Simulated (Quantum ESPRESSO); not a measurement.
# Where does Ga sit best among Zn sites?

Calculated results; nothing here was measured. They come from pw.x of Quantum ESPRESSO 7.5, a plane-wave density functional program, with PseudoDojo standard norm-conserving files (v0.5 for PBE, v0.4.1 for LDA and PBEsol). The cells are made up: elements, strain and atom displacements were drawn at random, and nothing was relaxed. There is no spin polarisation, spin-orbit coupling or dispersion term.

The cell has 8 sites of a zincblende or diamond lattice. Sites 1 to 4 hold X X X X; sites 5 to 8 hold Se Se Se S. Cell vectors in Å: (5.601, 0.000, 0.000); (0.000, 5.601, 0.000); (0.000, 0.000, 5.601). Settings: PBE, cutoff 1170 eV, 6 x 6 x 6 k mesh shifted by half a step, Fermi-Dirac smearing of 0.1 eV.

In each run one of the sites marked X holds Ga and the others hold Zn; cell and positions stay the same. E is the free energy of the cell.

| site of the guest | first shell | mean distance (Å) | E above the lowest (eV) | P (GPa) | force on the guest (eV/Å) |
| --- | --- | --- | --- | --- | --- |
| 1 | SSe3 | 2.407 | 0.107 | 6.49 | 1.326 |
| 2 | SSe3 | 2.422 | 0.092 | 6.47 | 1.607 |
| 3 | SSe3 | 2.408 | 0.114 | 6.49 | 1.210 |
| 4 | SSe3 | 2.473 | 0.000 | 6.34 | 1.542 |

A rerun of one of these cells at 1467 eV and k mesh 8 x 8 x 8 moved values by no more than 0.005 eV in the cell's energy, 0.05 GPa in stress and 0.008 eV/Å in force.

## Reading the table

Site 4 is lowest, by 0.092 eV, over three times the rerun's bound. A straight line of energy against the mean distance has a slope of -1.7 ± 0.2 eV/Å, so the guest costs less on the roomier sites. The positions are random and not relaxed, so the differences hold for this frozen cell and are not site preferences of a real crystal.